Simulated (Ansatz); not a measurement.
# Calculated ⁴⁷Ti nuclear quadrupole resonance for Y2Ti2O7

Cell: a measured structure from the Crystallography Open Database (COD), its atoms then relaxed with PBE in this cell.

```cif
data_Y2Ti2O7
_symmetry_space_group_name_H-M 'Fd-3m:1'
_symmetry_Int_Tables_number 227
_cell_length_a 10.0986
_cell_length_b 10.0986
_cell_length_c 10.0986
_cell_angle_alpha 90.000
_cell_angle_beta 90.000
_cell_angle_gamma 90.000
loop_
_atom_site_label
_atom_site_type_symbol
_atom_site_symmetry_multiplicity
_atom_site_Wyckoff_symbol
_atom_site_fract_x
_atom_site_fract_y
_atom_site_fract_z
Y Y 16 d 0.1250 0.1250 0.6250
Ti Ti 16 c 0.6250 0.6250 0.1250
O9 O 48 f 0.9552 0.7500 0.2500
O21 O 8 b 0.0000 0.0000 0.5000
```

One atom of each set is listed; the run and its k-mesh use a cell of 22 atoms with edges of 7.14, 7.14, 7.14 Å.

All values are calculated (Ansatz; DFT, PBE, plane waves and PAW, scalar-relativistic, 420 eV cutoff, Γ-centred 3×3×3 k-points, Fermi–Dirac smearing 0.02 eV), not measured.

⁴⁷Ti: I = 5/2, Q = 302.0 mb (year-2017 value). Static lattice, zero field.

**Question.** The simulated lines lie at 5.02, 10.0 MHz. What are |C_Q|, η and |V_zz| at Ti?

**Answer.** For I = 5/2 and η = 0 the lines are 3|C_Q|/20 and twice that; η pulls their ratio below 2. Here |C_Q| = 33.5 MHz, η = 0.00 and |V_zz| = 4.58 × 10²¹ V/m². The calculation gives V_zz positive; the lines don't show the sign. The site has 6 O at 1.96 Å.

An axis of threefold or higher order runs through Ti, so V_zz lies along it and η is zero.
